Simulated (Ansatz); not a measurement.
## Y2C (R-3m): bands, slopes and optics on a fine k mesh

Level of theory: PBEsol, all-electron LAPW in Ansatz 0.2.0, scalar-relativistic.

The cell comes from a PAW relaxation under the same functional.

Command line:

```sh
ansatz run input.yaml --threads 2 --pin off --max-ram 6144MiB --backend cpu --events-out ev --progress --plain --runs-dir out
```

Input file:

```yaml
crystal:
  lattice:
    - [1.78266146291, 1.02922007548, 6.0832232866]
    - [-1.78266146291, 1.02922007548, 6.0832232866]
    - [0.0, -2.05844015097, 6.0832232866]
  atoms:
    - { symbol: "Y", position: [0.260216338177, 0.260216338177, 0.260216338177] }
    - { symbol: "Y", position: [0.739783661823, 0.739783661823, 0.739783661823] }
    - { symbol: C, position: [0.0, 0.0, 0.0] }
kpoints:
  mp_grid: { grid: [12, 12, 12] }
scf:
  occupations: { method: fermi_dirac, width: 0.1 }
hamiltonian:
  xc: pbesol
  pseudopotentials: { kind: all_electron, lapw: { basis_error: 0.001 } }
output:
  forces: true
  stress: true
  eigenvalues: true
  eigenstates:
    nscf_kmesh: { grid: [14, 14, 14] }
    de_dk: true
    e_range: [-14, 14]
  optics:
    e_range: [0, 30]
    de: 0.2
    sigma: 0.15
    bands: { spectra_wanted_up_to: 30 }
    nscf_kmesh: { grid: [14, 14, 14] }
    drude_damping: 0.05
checkpoint:
  write: ck
  write_wavefunctions: false
```

Output:

```
Warning: RAYON_NUM_THREADS=2 ignored (pool sized by the plan → 2); use --threads N
LAPW: plane waves up to 7.762 Å⁻¹, error target 1.0e-3 eV per atom; small_component_spin mean_spin; C in spheres of 1.107 Å, 6 of its electrons in bands, Dirac shells []; Y in spheres of 1.346 Å, 29 of its electrons in bands, ...
Engine: ansatz 0.2.0, x86_64-unknown-linux-gnu
Pseudopotentials: kind: all_electron
Pseudopotential: Y, LAPW, valence charge 29, lapw/all_electron/scalar/gaussian/Y, Koelling and Harmon's equation, gaussian nucleus
Pseudopotential: C, LAPW, valence charge 6, lapw/all_electron/scalar/gaussian/C, Koelling and Harmon's equation, gaussian nucleus
Functional definition: PBEsol
  exchange = pbesol_x
  correlation = pbesol_c
Crystal: 3 atoms, lattice volume = 66.967 Å³
Basis set: ecut = 229.5281866927609 eV, 543 PW (Γ), FFT grids on a1−a3, a2−a3, a3, exchange–correlation at level 2
Bands: 39, of which v1, the nominal top of the filled ones, is band 32 counted from 1 (31 counted from 0)
Symmetry: 12 space group operations
Space group: R-3m (ITA 166), of the structure as read, at distance tolerance 4.1e-5 Å
k-points: 189 of 1728
Non-local potential: Y, projectors of the file, none
Non-local potential: C, projectors of the file, none
Initial density: superposition of atomic densities (chi_scale 0.1, normalization cell, long waves kept (reshape's long-wave potential 0.12 eV rms))
Initial wavefunctions: plane waves of lowest kinetic energy (no species holds an atomic orbital)
Functional: x = pbesol(κ = 0.804, μ = 0.12345679012345678), c = pbesol(β = 0.046)
iter 1 solved again at ethr=2.74e-2 eV; its pass at ethr=1.00e-1 eV (dr2=1.76e1 eV) is discarded
SCF iter   1: F=—  HF=-185169.643173 eV  |F-HF|=—  |Δ(HF+E_count)|=         —  Δρ=8.71e-2  dr2=1.76e1  ethr=2.74e-2  ⟨swp⟩=2.0  Hψ=41633  notcnv=0
[... 12 lines left out ...]
SCF iter  11: F=—  HF=-185165.124550 eV  |F-HF|=—  |Δ(HF+E_count)|=   1.45e-8  Δρ=3.95e-6  dr2=1.76e-8  ethr=3.18e-10  ⟨swp⟩=2.0  Hψ=22856  notcnv=0
SCF iter  12: F=—  HF=-185165.124550 eV  |F-HF|=—  |Δ(HF+E_count)|=   1.69e-9  Δρ=1.36e-6  dr2=1.56e-9  ethr=2.75e-11  ⟨swp⟩=2.0  Hψ=22856  notcnv=0
SCF iter  13: F=—  HF=-185165.124550 eV  |F-HF|=—  |Δ(HF+E_count)|=  5.53e-10  Δρ=5.33e-7  dr2=3.46e-10  ethr=9.50e-12 (applied; sched 2.44e-12)  ⟨swp⟩=2.0  Hψ=22856  notcnv=0
SCF iter  14: F=—  HF=-185165.124550 eV  |F-HF|=—  |Δ(HF+E_count)|=  1.75e-10  Δρ=1.68e-7  dr2=3.19e-11  ethr=9.50e-12 (applied; sched 1.00e-12)  ⟨swp⟩=2.0  Hψ=22856  notcnv=0
SCF iter  15: F=-185165.124550 eV  HF=-185165.124550 eV  |F-HF|=5.82e-11  |Δ(HF+E_count)|=  2.91e-11  Δρ=2.80e-8  dr2=9.37e-13  ethr=9.50e-12 (applied; sched 1.00e-12)  ⟨swp⟩=2.0  Hψ=22856  notcnv=0
SCF 1 converged in 15 iterations: F = -185165.124550 eV  dr2 = 9.37e-13
NSCF: frozen V_eff on 288 k-points
the basis was enlarged: its passes take 47.9 MiB over the memory plan, 2 of 2 planned eigensolver slots
NSCF: frozen V_eff on 288 k-points
SCF converged after 15 iterations
Free energy (F): -185165.124550 eV
Harris-Foulkes:  -185165.124550 eV  (|F-HF|=5.82e-11)
Internal energy: -185165.037931 eV  (E = F + TS)
E sigma→0 (E₀):  -185165.081240 eV
Entropy (-TS):   -0.086619 eV (-28.873 meV/atom)
Fermi energy:    11.272892 eV
--- Per-component energies (eV) ---
  E_band       = -7964.834160
  E_kinetic    = 190902.102499
  E_xc         = -6004.577521
  E_electrostatic = -370062.562908  (all electrons and nuclei)
  E_smearing   = -0.086619  (= −TS)
  E_closure    = 0.000000  (closes the sum)
  Σ components = -185165.124550   (vs F -185165.124550, Δ=0.00e0)
  Basis errors (estimates in eV, not in F): energy 4.1e-4 per atom: plane waves 3.7e-4 (2.2e-4 summed), levels above the bands 3.3e-21, relativity 1.1e-8, radial functions 3.8e-5, core shells 1.1e-10; eigenvalues (radial ...
--- Forces (eV/Å), atoms counted from 1 ---
  atom   1  Y      0.00000000     0.00000000    -0.00156945
  atom   2  Y     -0.00000000    -0.00000000     0.00156945
  atom   3  C     -0.00000000     0.00000000    -0.00000000
  max |Σ_I F_I| component: 1.85e-17 eV/Å
--- Stress (GPa, compression-positive) ---
       -0.011896       0.000000      -0.000000
        0.000000      -0.011896      -0.000000
       -0.000000      -0.000000       0.001451
  P = ⅓ Tr σ = -0.0074 GPa (-0.074 kbar)
--- Fermi surface from the table of eigenstates, both spin states counted (twice the sheets' area in a run without spin) ---
  How far the three rows differ hints at the mesh's error and does not bound it.
  reading                E - E_F (eV)   area (Å⁻²)  resistivity times mean free path along x, y, z (Ω·m²), under one mean free path over the surface
  by tetrahedra                0.0060       16.764  1.5305e-15  1.5305e-15  2.9559e-15
  by the states' slopes        0.0095       17.962  1.3523e-15  1.3523e-15  3.5263e-15
  on every second point        0.0096       13.078  2.0933e-15  2.0933e-15  3.0492e-15
```

The run converged.

Head of optics.tsv:

```
# E[eV]	eps2_interband_xx	eps2_interband_yy	eps2_interband_zz	eps2_interband_xy	eps2_interband_xz	eps2_interband_yz	eps1_interband_xx	eps1_interband_yy	eps1_interband_zz	
# format = ansatz-optics/6
# intraband_term = drude
# n_periodic_directions = 3
# eps1_interband_at_0(xx yy zz xy xz yz) = 162.385135 162.385135 51.885630 0.000000 0.000000 0.000000
# k_sum = mesh_points (the levels between the k-points could not be solved for (on LAPW and under a meta-GGA on two components they never are), or show one that a k-point
# f_sum_interband_n_eff(xx yy zz) = 25.959553 25.959553 26.260278
# fermi_ev = 11.272392
# fermi_mp_grid = 14 14 14
# fermi_mp_shift = 0 0 0
# occupation_method = fermi_dirac
# smearing_width_ev = 1e-1
# intraband_participation_number = 1158.099805 of 2744 mesh points
# intraband_mesh_spread = 0.324990
# drude_damping_ev = 5e-2
# drude_plasma_energy_squared_ev2(xx yy zz xy xz yz) = 9.017902 9.017902 3.127705 0.000000 0.000000 0.000000
# drude_plasma_energy_ev(xx yy zz) = 3.002982 3.002982 1.768532
# intraband_mesh_error_estimate(xx yy zz lowest highest) = -0.031042 -0.031042 -0.009768 -0.031042 -0.009768
# f_sum_intraband_n_eff(xx yy zz) = 0.437979 0.437979 0.151905
# unresolved_interband_energy_squared_ev2(xx yy zz xy xz yz) = 0.000000 0.000000 -0.000000 0.000000 0.000000 0.000000
# f_sum_unresolved_interband_n_eff(xx yy zz) = 0.000000 0.000000 -0.000000
# f_sum_n_eff(xx yy zz) = 26.397532 26.397532 26.412183 of n_electrons = 64.000000
# loss_f_sum_n_eff(xx yy zz) = 26.397498 26.397498 26.412171
# perfect_screening_sum(xx yy zz) = 1.000000 1.000000 1.000000
# perfect_screening_sum_on_rows(xx yy zz) = 1.000271 1.000271 1.001203
# perfect_screening_limit(xx yy zz) = 1.000000 1.000000 1.000000
# n_bands = 101
# n_bands_set_by = photon_energy
# valid_up_to_ev = 46.005393
# evaluated_top_ev = 411.600000
```

### Dielectric function

Independent-particle optical response of a crystal from Kohn-Sham bands on the fine mesh with a Drude term, no local fields or excitons; Cartesian axes as in the input.

- Fine mesh: 14, 14, 14
- Line width: 0.15 eV
- Drude damping: 0.05 eV
- Further gaussian width: 0.3 eV

```
photon energy (eV)  dielectric real xx  dielectric imag xx  dielectric real zz  dielectric imag zz
               0.6                 -20               32.33               5.896               13.66
               1.2              -2.527                13.1               11.17               13.01
               1.8               0.992               8.127               5.046                14.3
               2.4               3.807               6.823               2.074               8.642
                 3               3.879                8.22               3.419               7.661
               3.6               2.158               7.701               1.952               7.746
               4.2               1.439               6.993                0.99               5.493
               4.8               0.883               5.975                2.65               4.755
               5.4               1.102                5.33               3.172               5.957
                 6                0.98               5.647               1.552               7.868
               6.6                0.37               5.649              -1.233               6.764
               7.2              -1.277               5.374              -2.145               4.474
               7.8              -1.342               3.492              -1.097               3.133
               8.4               -1.02               3.484              -0.938               3.346
                 9              -1.383               2.532              -1.307               2.585
               9.6              -0.951               2.164              -1.046               2.243
              10.2              -1.018               1.942              -1.254                1.75
              10.8              -1.121               1.347              -1.049               1.098
              11.4               -0.63                0.73              -0.552               0.563
                12               -0.17               0.704              -0.047               0.578
              12.6               0.076               0.685               0.182               0.579
              13.2               0.249               0.761               0.408                0.65
              13.8               0.274               0.835               0.442               0.726
              14.4               0.145               0.775               0.449               0.773
                15               0.206               0.532               0.406               0.698
              15.6               0.343               0.431               0.405               0.555
              16.2               0.453               0.346               0.533                0.44
              16.8                0.59                0.26               0.636               0.381
              17.4               0.751               0.253               0.775               0.353
                18               0.833               0.257               0.832               0.383
              18.6               0.957               0.222               0.897               0.316
              19.2               1.062               0.254               0.996                0.32
              19.8               1.166               0.213               1.058               0.259
              20.4               1.366               0.201               1.244               0.177
                21               1.654               0.264               1.518               0.188
              21.6               2.076               0.649               1.928               0.381
              22.2                1.79               1.409               2.048               0.996
              22.8               1.279                1.39               1.766               1.509
              23.4               1.126               1.217                1.14               1.444
                24               1.145               1.262               1.169               1.246
              24.6               1.019               1.161               1.156               1.206
              25.2               1.192               1.241               1.283               1.299
              25.8               1.048               1.441               1.246                 1.5
              26.4               0.952                1.54               1.186               1.776
                27               0.718               1.697               0.854               2.213
              27.6               0.357               1.696              -0.018               2.241
              28.2               0.138               1.462              -0.476               1.591
              28.8               0.052               1.474              -0.459               1.184
              29.4               -0.46               1.247              -0.528               0.796
                30              -0.528               0.731              -0.373                0.48
```

### Optical peaks

A zero of eps1 gives a sharp plasmon only where eps2 is small.

* Fine mesh: 14, 14, 14
* Window top: 30 eV
* Line width: 0.15 eV
* Drude damping: 0.05 eV
* Further gaussian width: 0.3 eV
* ε₁ rises through zero at x: 1.59, 12.42 eV
* ε₂ there x: 9.51, 0.69
* ε₁ rises through zero at z: 0.45, 12.12 eV
* ε₂ there z: 16.06, 0.58
* Plasma energy (x, y, z): 3.107, 3.107, 1.959 eV
* Reflectivity at 1 eV, x-polarised: 0.579
* Reflectivity at 2 eV, x-polarised: 0.322
* Reflectivity at 3 eV, x-polarised: 0.3291

Optical constants:

Normal incidence from vacuum, light polarised along x.

```
Fine mesh              : 14, 14, 14
Line width             : 0.15 eV
Drude damping          : 0.05 eV
Further gaussian width : 0.3 eV
```

```
photon energy (eV)  refractive index  extinction  reflectivity  loss function  absorption (×10⁵ cm⁻¹)
               1.2             2.326       2.817        0.5103         0.0736                   3.426
               2.4             2.411       1.415        0.2928         0.1118                   3.443
               3.6             2.254       1.709        0.3326         0.1204                   6.235
               4.8             1.861       1.606        0.3084         0.1638                   7.812
                 6             1.832       1.541        0.2951         0.1719                   9.373
               7.2             1.457       1.844        0.3824         0.1761                   13.46
               8.4             1.142       1.525        0.3392         0.2643                   12.98
               9.6              0.84       1.287        0.3336         0.3873                   12.53
              10.8             0.562       1.199        0.4201         0.4386                   13.12
                12             0.526       0.669        0.2418          1.342                   8.134
              13.2             0.725       0.525        0.1082          1.186                   7.027
              14.4             0.683       0.567        0.1338          1.247                   8.278
              15.6             0.669       0.322         0.074           1.42                   5.098
              16.8             0.786       0.165        0.0228          0.625                   2.814
                18             0.923       0.139        0.0068         0.3384                   2.539
              19.2             1.038       0.122        0.0039         0.2129                    2.38
              20.4             1.172       0.086        0.0078         0.1054                   1.773
              21.6             1.458       0.223        0.0426         0.1371                   4.871
              22.8             1.258       0.552        0.0688         0.3897                   12.77
                24             1.193       0.529        0.0623         0.4348                   12.86
              25.2             1.207       0.514        0.0598         0.4192                   13.14
              26.4             1.175       0.655        0.0891         0.4697                   17.53
              27.6             1.023        0.83        0.1441         0.5644                    23.2
              28.8             0.874       0.844        0.1723         0.6776                   24.63
                30             0.432       0.845        0.3747         0.8994                    25.7
```

Caveats: these sums move with the mesh, by several per cent and more for small sheets; Fermi surface not resolved by the mesh; spectra summed at the mesh points alone; Drude weight from the Fermi-surface sum.

It took 5 min on 2 threads of Intel(R) Xeon(R) Platinum 8259CL CPU @ 2.50GHz (Skylake/Cascade Lake) (shared host), peak memory 1.3 GiB.
